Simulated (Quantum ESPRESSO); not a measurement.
## In6NbTa (input and log of a self-consistent run)

Simulated, not a measurement. The program is pw.x of Quantum ESPRESSO 7.5 (plane-wave density functional theory). The cell is made up: eight metal atoms on a hexagonal close-packed lattice, with elements, volume, strain and displacements drawn at random and not relaxed, so it may be unstable or far from any real phase. PseudoDojo standard norm-conserving files set the functional (PBE unless stated); there is no spin polarisation or spin-orbit coupling, the Fermi-Dirac width of 0.25 eV means electrons at about 2900 K, and the masses in the input are unused placeholders. Heavy elements are run without spin-orbit coupling, which real alloys of them have. A spin test at this wide smearing found no moment, but such smearing suppresses magnetism that the real alloy may have.

Input:

```
&control calculation='scf', pseudo_dir='./dojo.nc.sr.pbe.v0_5.standard.upf', outdir='./o', disk_io='minimal', tprnfor=.true., tstress=.true. /
&system ibrav=0, nat=8, ntyp=3, nbnd=62, ecutwfc=82.02448710, nosym=.true., tot_charge=0,
 occupations='smearing', smearing='fd', degauss=0.0183746611
/
&electrons conv_thr=1.470e-08, electron_maxstep=70, mixing_beta=0.5 /
ATOMIC_SPECIES
In 1.0 In.upf
Nb 1.0 Nb.upf
Ta 1.0 Ta.upf
CELL_PARAMETERS angstrom
-3.1246 0.0134 0.0
-0.0233 5.4119 0.0
1.5739 -2.7127 -10.4588
ATOMIC_POSITIONS angstrom
In -0.0498 0.1212 0.0815
In -0.0899 1.7492 -2.7261
In -0.0325 0.0569 -5.1976
Nb 0.0742 1.8805 -7.7731
Ta -1.6437 2.6783 0.0277
In -1.5287 4.3858 -2.6729
In -1.5933 2.727 -5.2398
In -1.4686 -0.9088 -7.9165
K_POINTS automatic
8 5 3 1 1 1
```

The log is shortened where brackets say so; the opening notice, blank lines, dates and the lines on written files are dropped, and the path of the files is cut. It prints rydbergs, bohrs and kilobars, and counts compression as positive stress. Its total energy is the free energy E - TS of the whole cell.

```
     Program PWSCF v.7.5
     Parallel version (MPI & OpenMP), running on       4 processor cores
     Number of MPI processes:                 4
     Threads/MPI process:                     1
     [start-up lines left out]
     bravais-lattice index     =            0
     lattice parameter (alat)  =       5.9047  a.u.
     unit-cell volume          =    1193.4786 (a.u.)^3
     number of atoms/cell      =            8
     number of atomic types    =            3
     number of electrons       =       104.00
     number of Kohn-Sham states=           62
     kinetic-energy cutoff     =      82.0245  Ry
     charge density cutoff     =     328.0979  Ry
     scf convergence threshold =      1.5E-08
     mixing beta               =       0.5000
     number of iterations used =            8  plain     mixing
     Exchange-correlation= PBE
                           (   1   4   3   4   0   0   0)
     [axes and pseudopotential details left out]
   Cartesian axes
     site n.     atom                  positions (alat units)
         1        In     tau(   1) = (  -0.0159379   0.0387886   0.0260831  )
         2        In     tau(   2) = (  -0.0287714   0.5598105  -0.8724557  )
         3        In     tau(   3) = (  -0.0104012   0.0182102  -1.6634296  )
         4        Nb     tau(   4) = (   0.0237468   0.6018315  -2.4876876  )
         5        Ta     tau(   5) = (  -0.5260465   0.8571578   0.0088651  )
         6        In     tau(   6) = (  -0.4892421   1.4036228  -0.8554296  )
         7        In     tau(   7) = (  -0.5099166   0.8727437  -1.6769352  )
         8        In     tau(   8) = (  -0.4700078  -0.2908506  -2.5335810  )
     number of k points=    60  Fermi-Dirac smearing, width (Ry)=  0.0184
                       cart. coord. in units 2pi/alat
        k(    1) = (  -0.0622541   0.0574682  -0.0740666), wk =   0.0333333
        k(    2) = (  -0.0622541   0.0574682   0.1251041), wk =   0.0333333
     [further k points left out]
     Dense  grid:   119739 G-vectors     FFT dimensions: (  36,  60, 120)
     Estimated max dynamical RAM per process >     405.60 MB
     Estimated total dynamical RAM >       1.50 GB
     Initial potential from superposition of free atoms
     starting charge     103.9734, renormalised to     104.0000
     Starting wfcs are   74 randomized atomic wfcs
     total cpu time spent up to now is       14.0 secs
     per-process dynamical memory:   326.4 Mb
     Self-consistent Calculation
     iteration #  1     ecut=    82.02 Ry     beta= 0.50
     Davidson diagonalization with overlap
     ethr =  1.00E-02,  avg # of iterations =  3.0
     Threshold (ethr) on eigenvalues was too large:
     Diagonalizing with lowered threshold
     Davidson diagonalization with overlap
     ethr =  4.59E-04,  avg # of iterations =  4.1
     total cpu time spent up to now is       72.2 secs
     total energy              =   -1051.83410233 Ry
     estimated scf accuracy    <       0.50680636 Ry
     iteration #  2     ecut=    82.02 Ry     beta= 0.50
     Davidson diagonalization with overlap
     ethr =  4.87E-04,  avg # of iterations =  6.9
     total cpu time spent up to now is      108.5 secs
     total energy              =   -1051.11055459 Ry
     estimated scf accuracy    <      15.32892600 Ry
     iteration #  3     ecut=    82.02 Ry     beta= 0.50
     Davidson diagonalization with overlap
     ethr =  4.87E-04,  avg # of iterations =  6.5
     total cpu time spent up to now is      143.8 secs
     total energy              =   -1051.96635071 Ry
     estimated scf accuracy    <       1.01285012 Ry
     iteration #  4     ecut=    82.02 Ry     beta= 0.50
     Davidson diagonalization with overlap
     ethr =  4.87E-04,  avg # of iterations =  3.4
     total cpu time spent up to now is      171.1 secs
     total energy              =   -1052.01730486 Ry
     estimated scf accuracy    <       0.49829223 Ry
     iteration #  5     ecut=    82.02 Ry     beta= 0.50
     Davidson diagonalization with overlap
     ethr =  4.79E-04,  avg # of iterations =  2.0
     total cpu time spent up to now is      196.4 secs
     total energy              =   -1052.05661582 Ry
     estimated scf accuracy    <       0.07635378 Ry
     [iterations 6 to 9 left out]
     iteration # 10     ecut=    82.02 Ry     beta= 0.50
     Davidson diagonalization with overlap
     ethr =  9.70E-09,  avg # of iterations =  4.4
     total cpu time spent up to now is      340.8 secs
     total energy              =   -1052.06433073 Ry
     estimated scf accuracy    <       0.00000208 Ry
     iteration # 11     ecut=    82.02 Ry     beta= 0.50
     Davidson diagonalization with overlap
     ethr =  2.00E-09,  avg # of iterations =  2.1
     total cpu time spent up to now is      365.2 secs
     total energy              =   -1052.06433102 Ry
     estimated scf accuracy    <       0.00000013 Ry
     iteration # 12     ecut=    82.02 Ry     beta= 0.50
     Davidson diagonalization with overlap
     ethr =  1.28E-10,  avg # of iterations =  5.0
     total cpu time spent up to now is      401.0 secs
     total energy              =   -1052.06433108 Ry
     estimated scf accuracy    <       0.00000003 Ry
     iteration # 13     ecut=    82.02 Ry     beta= 0.50
     Davidson diagonalization with overlap
     ethr =  3.30E-11,  avg # of iterations =  2.9
     total cpu time spent up to now is      428.1 secs
     total energy              =   -1052.06433108 Ry
     estimated scf accuracy    <       0.00000008 Ry
     iteration # 14     ecut=    82.02 Ry     beta= 0.50
     Davidson diagonalization with overlap
     ethr =  3.30E-11,  avg # of iterations =  2.0
     total cpu time spent up to now is      453.3 secs
     End of self-consistent calculation
     [lines on levels left out]
!    total energy              =   -1052.06433108 Ry
     estimated scf accuracy    <       0.00000001 Ry
     smearing contrib. (-TS)   =      -0.08252998 Ry
     internal energy E=F+TS    =   -1051.98180109 Ry
     The total energy is F=E-TS. E is the sum of the following terms:
     one-electron contribution =    -206.98397569 Ry
     hartree contribution      =     185.31730352 Ry
     xc contribution           =    -296.28434247 Ry
     ewald contribution        =    -734.03078645 Ry
     convergence has been achieved in  14 iterations
     Forces acting on atoms (cartesian axes, Ry/au):
     atom    1 type  1   force =     0.00073258   -0.04188531    0.00747230
     atom    2 type  1   force =     0.00301752   -0.00443898    0.04866275
     atom    3 type  1   force =     0.00323990   -0.00591537   -0.02877355
     atom    4 type  2   force =    -0.00513813   -0.03545962   -0.01320489
     atom    5 type  3   force =     0.00590827    0.04728100   -0.00822188
     atom    6 type  1   force =    -0.00542913    0.00614198    0.03184500
     atom    7 type  1   force =     0.00176345    0.00800354   -0.03385437
     atom    8 type  1   force =    -0.00409447    0.02627275   -0.00392535
     Total force =     0.109061     Total SCF correction =     0.000573
     Computing stress (Cartesian axis) and pressure
          total   stress  (Ry/bohr**3)                   (kbar)     P=       19.60
   0.00007776   0.00002809  -0.00002957           11.44        4.13       -4.35
   0.00002809   0.00017782  -0.00005658            4.13       26.16       -8.32
  -0.00002957  -0.00005658   0.00014418           -4.35       -8.32       21.21
     init_run     :     12.88s CPU     13.34s WALL (       1 calls)
     electrons    :    436.91s CPU    439.28s WALL (       1 calls)
     forces       :      3.54s CPU      3.60s WALL (       1 calls)
     stress       :     12.80s CPU     12.89s WALL (       1 calls)
     [timing details left out]
     PWSCF        :   7m46.83s CPU   7m49.94s WALL
     JOB DONE.
```

In other units: free energy -14314.064 eV for the cell, pressure 1.96 GPa, largest force component 1.251 eV/Å in size. The run took 472 s of wall time with four MPI processes on a shared machine (Intel Xeon, older, virtual cores), so the time is rough. A rerun of this cell at a higher cutoff and on a denser mesh moved values by no more than 0.009 eV in energy, 0.24 GPa in stress and 0.019 eV/Å in force, and a second program with other atomic files agreed on that cell to 2 % rms in force and 0.5 GPa in pressure.